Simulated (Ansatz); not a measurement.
Two states of Ca2CuO3

```xyz
6
Lattice="0.0160 0.0072 3.1991 0.0030 -3.6918 -0.0083 5.9411 1.8374 -1.5654" Properties=species:S:1:pos:R:3 pbc="T T T"
Ca    1.8332    0.0786    1.7676
Ca    3.9879   -1.9425    0.1177
Cu    0.0835   -1.7701    0.0046
O     3.9498    0.1992    1.8138
O     2.0980   -1.8043    0.1462
O     5.7565    1.6827    1.6465
```

Method: r2SCAN; PAW, plane waves to 500 eV, 6×5×3 (shifted by 0.5, 0.5, 0 steps) mesh, fermi-dirac occupations (width 0.1 eV) (Ansatz 0.2.0), atoms fixed.

State A: no moments (collinear spin). State B: Cu3 up (collinear spin).

Q: Which state is lower, and how do they differ?

A: State B is lower by 0.3 meV an atom at zero smearing; in free energy at this smearing B lies +1.2 meV an atom from A. So small a gap isn't resolved on this mesh where a state is a metal.

```tsv
state	free energy (meV/atom)	largest moment in a small sphere (μB)	net moment (μB/cell)	gap on mesh (eV)	pressure (GPa)	largest force (eV/Å)
A	0.0	0.08	0.15	metal	19.8	7.67
B	1.2	0.51	0.92	0.21	20.4	7.53
```

Origin: a strained cell with displaced atoms, so it need not be a known compound. Caveats: an odd electron count with no moments left, so an order that this cell can't hold may lie lower; the k mesh is coarse if the cell is a metal; atoms or cell far from equilibrium; the gap is not wide against the smearing.
